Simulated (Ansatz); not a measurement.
The relaxed structure here is a generated cell of SnO: the first start was made by placing the elements on the sites of a structure type, and the end was not matched to a known phase here, so it may be hypothetical. Known forms of SnO include space group No. 129.

A structure of SnO relaxed with PBEsol (plane waves to 420 eV, PAW, scalar-relativistic; Ansatz, a program for electronic structure); single points at other levels follow on the same geometry (Ansatz, PAW; PBEsol+SOC at 420 eV on a 6×10×6 k-mesh; spin-orbit coupling only where +SOC is written). Space group P2₁/m (No. 11).

```cif
data_O4Sn4
_chemical_formula_sum 'Sn4 O4'
_space_group_name_H-M_alt 'P21/m'
_space_group_IT_number 11
_space_group_name_Hall '-P 2yb'
_cell_length_a 6.35356
_cell_length_b 3.45644
_cell_length_c 6.87425
_cell_angle_alpha 90.000
_cell_angle_beta 113.972
_cell_angle_gamma 90.000
loop_
_space_group_symop_operation_xyz
  'x, y, z'
  '-x, -y, -z'
  '-x, y+1/2, -z'
  'x, -y+1/2, z'
loop_
_atom_site_label
_atom_site_type_symbol
_atom_site_symmetry_multiplicity
_atom_site_Wyckoff_symbol
_atom_site_fract_x
_atom_site_fract_y
_atom_site_fract_z
_atom_site_occupancy
Sn1 Sn 2 e 0.23009 0.25000 0.48922 1
Sn2 Sn 2 e 0.73687 0.75000 0.00187 1
O1 O 2 e 0.64636 0.25000 0.13849 1
O2 O 2 e 0.00820 0.75000 0.34803 1
```

| level | gap (eV) | kind | conduction minimum |
|---|---|---|---|
| PBEsol | 0.91 | indirect | 13 % of the way from C2 to Y2 |
| PBEsol+SOC | 0.91 | indirect | 13 % of the way from C2 to Y2 |

The shift from spin-orbit coupling is approximate. No spin polarisation in the result.

It was reached from a disturbed copy of a P6₃/mmc (No. 194) cell (NiAs type), against which it lies -0.44 eV/atom.
